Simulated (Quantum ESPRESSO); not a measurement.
## Ga3MgP3S (one run as intended and one with a planted mistake)

A calculation, not a measurement. The program is pw.x of Quantum ESPRESSO 7.5 (plane-wave density functional theory). The cell is made up: 8 atoms on a zincblende/diamond lattice, with randomly drawn elements, strain and displacements, not relaxed. PseudoDojo standard norm-conserving files (v0.5 for PBE, v0.4.1 for LDA and PBEsol) set the functional; there is no spin polarisation, spin-orbit coupling or dispersion term, and the masses in the input are unused placeholders.

Intended input:

```
&control calculation='scf', pseudo_dir='./dojo.nc.sr.pbe.v0_5.standard.upf', outdir='./o', disk_io='medium', tprnfor=.true., tstress=.true. /
&system ibrav=0, nat=8, ntyp=4, nbnd=41, ecutwfc=84.00895049, nosym=.true., tot_charge=0,
 occupations='smearing', smearing='fd', degauss=0.0018374661
/
&electrons conv_thr=7.350e-09, electron_maxstep=60, /
ATOMIC_SPECIES
Ga 1.0 Ga.upf
Mg 1.0 Mg.upf
P 1.0 P.upf
S 1.0 S.upf
CELL_PARAMETERS angstrom
5.5023 -0.0184 -0.0537
-0.0184 5.562 -0.0164
-0.0537 -0.0164 5.5508
ATOMIC_POSITIONS angstrom
Ga 0.0564 -0.0443 -0.0398
Ga -0.0459 2.8339 2.7793
Ga 2.6471 0.0441 2.7616
Mg 2.6302 2.6521 0.0218
P 1.2806 1.2899 1.34
P 1.2914 4.1025 4.159
P 4.0135 1.3228 4.124
S 4.0699 4.1268 1.3926
K_POINTS automatic
4 4 4 1 1 1
```

The log is shortened where brackets say so; the opening notice, blank lines, dates and the lines on written files are dropped, and the path of the files is cut. It prints rydbergs, bohrs and kilobars, and counts compression as positive stress. Where no state is partly filled, the Fermi energy that it prints is only some level between the filled and the empty states on the mesh, and need not lie in the true gap.

Log of the intended run:

```
     Program PWSCF v.7.5
     Parallel version (MPI & OpenMP), running on       1 processor cores
     Number of MPI processes:                 1
     Threads/MPI process:                     1
     [start-up lines left out]
     bravais-lattice index     =            0
     lattice parameter (alat)  =      10.3984  a.u.
     unit-cell volume          =    1146.2458 (a.u.)^3
     number of atoms/cell      =            8
     number of atomic types    =            4
     number of electrons       =        70.00
     number of Kohn-Sham states=           41
     kinetic-energy cutoff     =      84.0090  Ry
     charge density cutoff     =     336.0358  Ry
     scf convergence threshold =      7.3E-09
     mixing beta               =       0.7000
     number of iterations used =            8  plain     mixing
     Exchange-correlation= PBE
                           (   1   4   3   4   0   0   0)
     [axes and pseudopotential details left out]
   Cartesian axes
     site n.     atom                  positions (alat units)
         1        Ga     tau(   1) = (   0.0102497  -0.0080508  -0.0072330  )
         2        Ga     tau(   2) = (  -0.0083415   0.5150118   0.5050892  )
         3        Ga     tau(   3) = (   0.4810641   0.0080144   0.5018725  )
         4        Mg     tau(   4) = (   0.4779928   0.4819728   0.0039618  )
         5        P      tau(   5) = (   0.2327267   0.2344168   0.2435216  )
         6        P      tau(   6) = (   0.2346894   0.7455576   0.7558255  )
         7        P      tau(   7) = (   0.7293834   0.2403958   0.7494649  )
         8        S      tau(   8) = (   0.7396331   0.7499737   0.2530807  )
     number of k points=    32  Fermi-Dirac smearing, width (Ry)=  0.0018
                       cart. coord. in units 2pi/alat
        k(    1) = (   0.1266477   0.1244539   0.1255073), wk =   0.0625000
        k(    2) = (   0.1290691   0.1251928   0.3733618), wk =   0.0625000
     [further k points left out]
     Dense  grid:   119313 G-vectors     FFT dimensions: (  64,  64,  64)
     Estimated max dynamical RAM per process >     161.91 MB
     Initial potential from superposition of free atoms
     starting charge      69.9907, renormalised to      70.0000
     Starting wfcs are   48 randomized atomic wfcs
     total cpu time spent up to now is       11.6 secs
     per-process dynamical memory:    92.4 Mb
     Self-consistent Calculation
     iteration #  1     ecut=    84.01 Ry     beta= 0.70
     Davidson diagonalization with overlap
     ethr =  1.00E-02,  avg # of iterations =  4.0
     Threshold (ethr) on eigenvalues was too large:
     Diagonalizing with lowered threshold
     Davidson diagonalization with overlap
     ethr =  5.65E-04,  avg # of iterations =  2.0
     total cpu time spent up to now is       70.7 secs
     total energy              =    -641.34105336 Ry
     estimated scf accuracy    <       0.39439831 Ry
     iteration #  2     ecut=    84.01 Ry     beta= 0.70
     Davidson diagonalization with overlap
     ethr =  5.63E-04,  avg # of iterations =  3.7
     total cpu time spent up to now is      104.7 secs
     total energy              =    -641.43654627 Ry
     estimated scf accuracy    <       0.12561185 Ry
     [iterations 3 to 8 left out]
     iteration #  9     ecut=    84.01 Ry     beta= 0.70
     Davidson diagonalization with overlap
     ethr =  2.32E-10,  avg # of iterations =  2.7
     total cpu time spent up to now is      379.9 secs
     total energy              =    -641.46502176 Ry
     estimated scf accuracy    <       0.00000003 Ry
     iteration # 10     ecut=    84.01 Ry     beta= 0.70
     Davidson diagonalization with overlap
     ethr =  3.87E-11,  avg # of iterations =  2.2
     total cpu time spent up to now is      402.7 secs
     End of self-consistent calculation
     [lines on levels left out]
     the Fermi energy is     7.1885 ev
!    total energy              =    -641.46502176 Ry
     estimated scf accuracy    <          2.3E-09 Ry
     smearing contrib. (-TS)   =      -0.00000000 Ry
     internal energy E=F+TS    =    -641.46502176 Ry
     The total energy is F=E-TS. E is the sum of the following terms:
     one-electron contribution =    -340.20088231 Ry
     hartree contribution      =     210.83826401 Ry
     xc contribution           =    -160.24276286 Ry
     ewald contribution        =    -351.85964060 Ry
     convergence has been achieved in  10 iterations
     Forces acting on atoms (cartesian axes, Ry/au):
     atom    1 type  1   force =    -0.03447681    0.00482114   -0.02485559
     atom    2 type  1   force =    -0.00721067   -0.05316226    0.01186244
     atom    3 type  1   force =    -0.00788372   -0.01614805    0.01776989
     atom    4 type  2   force =     0.03130622    0.01956587   -0.00985300
     atom    5 type  3   force =    -0.02702866    0.00459129    0.04941721
     atom    6 type  3   force =     0.00822765    0.02493858   -0.02178354
     atom    7 type  3   force =     0.03954549   -0.00069883   -0.01153756
     atom    8 type  4   force =    -0.00247952    0.01609226   -0.01101986
     Total force =     0.115711     Total SCF correction =     0.000142
     Computing stress (Cartesian axis) and pressure
          total   stress  (Ry/bohr**3)                   (kbar)     P=       24.44
   0.00018993   0.00004175   0.00009666           27.94        6.14       14.22
   0.00004175   0.00014842   0.00001983            6.14       21.83        2.92
   0.00009666   0.00001983   0.00016001           14.22        2.92       23.54
     init_run     :     10.89s CPU     11.53s WALL (       1 calls)
     electrons    :    385.36s CPU    391.12s WALL (       1 calls)
     forces       :      3.58s CPU      3.61s WALL (       1 calls)
     stress       :     13.71s CPU     13.79s WALL (       1 calls)
     [timing details left out]
     PWSCF        :   6m53.68s CPU   7m 0.31s WALL
     JOB DONE.
```

A second run has one planted mistake: the self-consistency threshold is too loose. The input lines that differ, file-writing options aside:

```
- &electrons conv_thr=7.350e-09, electron_maxstep=60, /
+ &electrons conv_thr=1.470e-02, electron_maxstep=60, /
```

Its log:

```
     Program PWSCF v.7.5
     Parallel version (MPI & OpenMP), running on       1 processor cores
     Number of MPI processes:                 1
     Threads/MPI process:                     1
     [start-up lines left out]
     bravais-lattice index     =            0
     lattice parameter (alat)  =      10.3984  a.u.
     unit-cell volume          =    1146.2458 (a.u.)^3
     number of atoms/cell      =            8
     number of atomic types    =            4
     number of electrons       =        70.00
     number of Kohn-Sham states=           41
     kinetic-energy cutoff     =      84.0090  Ry
     charge density cutoff     =     336.0358  Ry
     scf convergence threshold =      1.5E-02
     mixing beta               =       0.7000
     number of iterations used =            8  plain     mixing
     Exchange-correlation= PBE
                           (   1   4   3   4   0   0   0)
     [axes and pseudopotential details left out]
   Cartesian axes
     site n.     atom                  positions (alat units)
         1        Ga     tau(   1) = (   0.0102497  -0.0080508  -0.0072330  )
         2        Ga     tau(   2) = (  -0.0083415   0.5150118   0.5050892  )
         3        Ga     tau(   3) = (   0.4810641   0.0080144   0.5018725  )
         4        Mg     tau(   4) = (   0.4779928   0.4819728   0.0039618  )
         5        P      tau(   5) = (   0.2327267   0.2344168   0.2435216  )
         6        P      tau(   6) = (   0.2346894   0.7455576   0.7558255  )
         7        P      tau(   7) = (   0.7293834   0.2403958   0.7494649  )
         8        S      tau(   8) = (   0.7396331   0.7499737   0.2530807  )
     number of k points=    32  Fermi-Dirac smearing, width (Ry)=  0.0018
                       cart. coord. in units 2pi/alat
        k(    1) = (   0.1266477   0.1244539   0.1255073), wk =   0.0625000
        k(    2) = (   0.1290691   0.1251928   0.3733618), wk =   0.0625000
     [further k points left out]
     Dense  grid:   119313 G-vectors     FFT dimensions: (  64,  64,  64)
     Estimated max dynamical RAM per process >     161.91 MB
     Initial potential from superposition of free atoms
     starting charge      69.9907, renormalised to      70.0000
     Starting wfcs are   48 randomized atomic wfcs
     total cpu time spent up to now is       23.2 secs
     per-process dynamical memory:   123.7 Mb
     Self-consistent Calculation
     iteration #  1     ecut=    84.01 Ry     beta= 0.70
     Davidson diagonalization with overlap
     ethr =  1.00E-02,  avg # of iterations =  4.0
     Threshold (ethr) on eigenvalues was too large:
     Diagonalizing with lowered threshold
     Davidson diagonalization with overlap
     ethr =  5.65E-04,  avg # of iterations =  2.0
     total cpu time spent up to now is      154.9 secs
     total energy              =    -641.34105336 Ry
     estimated scf accuracy    <       0.39439831 Ry
     iteration #  2     ecut=    84.01 Ry     beta= 0.70
     Davidson diagonalization with overlap
     ethr =  5.63E-04,  avg # of iterations =  3.7
     total cpu time spent up to now is      223.2 secs
     total energy              =    -641.43654627 Ry
     estimated scf accuracy    <       0.12561185 Ry
     iteration #  3     ecut=    84.01 Ry     beta= 0.70
     Davidson diagonalization with overlap
     ethr =  1.79E-04,  avg # of iterations =  3.5
     total cpu time spent up to now is      274.7 secs
     End of self-consistent calculation
     [lines on levels left out]
     the Fermi energy is     6.9764 ev
!    total energy              =    -641.46150624 Ry
     estimated scf accuracy    <       0.00805421 Ry
     smearing contrib. (-TS)   =      -0.00000000 Ry
     internal energy E=F+TS    =    -641.46150624 Ry
     The total energy is F=E-TS. E is the sum of the following terms:
     one-electron contribution =    -340.24911371 Ry
     hartree contribution      =     210.88923836 Ry
     xc contribution           =    -160.24199029 Ry
     ewald contribution        =    -351.85964060 Ry
     convergence has been achieved in   3 iterations
     Forces acting on atoms (cartesian axes, Ry/au):
     atom    1 type  1   force =    -0.09109572   -0.04363409    0.02599771
     atom    2 type  1   force =    -0.03587435   -0.01971293   -0.04279402
     atom    3 type  1   force =     0.02985720   -0.07619041   -0.02699695
     atom    4 type  2   force =     0.04535046    0.04227562    0.00670823
     atom    5 type  3   force =    -0.02080895    0.01514892    0.05878495
     atom    6 type  3   force =     0.01374721    0.03918681   -0.01624550
     atom    7 type  3   force =     0.04865103    0.00996636   -0.00561259
     atom    8 type  4   force =     0.01017312    0.03295972    0.00015816
     Total force =     0.188397     Total SCF correction =     0.413953
     SCF correction compared to forces is large: reduce conv_thr to get better values
     Computing stress (Cartesian axis) and pressure
          total   stress  (Ry/bohr**3)                   (kbar)     P=       28.94
   0.00022460   0.00003763   0.00009187           33.04        5.54       13.51
   0.00003763   0.00017946   0.00000910            5.54       26.40        1.34
   0.00009187   0.00000910   0.00018621           13.51        1.34       27.39
     init_run     :     22.49s CPU     22.97s WALL (       1 calls)
     electrons    :    244.87s CPU    251.59s WALL (       1 calls)
     forces       :      6.79s CPU      6.92s WALL (       1 calls)
     stress       :     24.64s CPU     24.80s WALL (       1 calls)
     [timing details left out]
     PWSCF        :   4m59.13s CPU   5m 7.02s WALL
     JOB DONE.
```

|  | intended run | run with the mistake |
| --- | --- | --- |
| free energy (eV) | -8727.576 | -8727.528 |
| smearing term -TS (eV) | 0.0000 | 0.0000 |
| pressure (GPa) | 2.44 | 2.89 |
| largest force component (eV/Å) | 1.367 | 2.342 |
| largest change of a force component (eV/Å) |  | 1.544 |
| iterations | 10 | 3 |

For scale, a rerun of the intended cell at 1437 eV and a 6 x 6 x 6 mesh moved values by no more than 0.007 eV in energy, 0.02 GPa in stress and 0.004 eV/Å in force.